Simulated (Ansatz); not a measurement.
**Question.** Name crystals whose computed values (DFT-r²SCAN in the program Ansatz with PAW potentials) fall in these windows: Θ_D (K) 350 to 460; B₀ by P(V) fit (GPa) 340 to 460.

**Answer.** 

```csv
crystal,Θ_D (K),B₀ by P(V) fit (GPa)
"Re7B3, P6_3mc (Re on 2b, Re on 6c, Re on 6c, B on 6c)",421,386
"Re, dhcp (α-La type)",409,388
```
Others may fit too.

Not the usual ambient phase: Re, dhcp (α-La type). Standing as an ambient phase not checked: Re7B3, P6_3mc (Re on 2b, Re on 6c, Re on 6c, B on 6c). All cells were relaxed under the symmetry of their starts (and spin orders); stability against distortions was not tested throughout. Rows with no word on spin ran without spin polarisation. Scalar-relativistic: spin–orbit coupling is off unless named, which matters more the heavier the elements.

Potentials: the later of the program's two PAW sets.
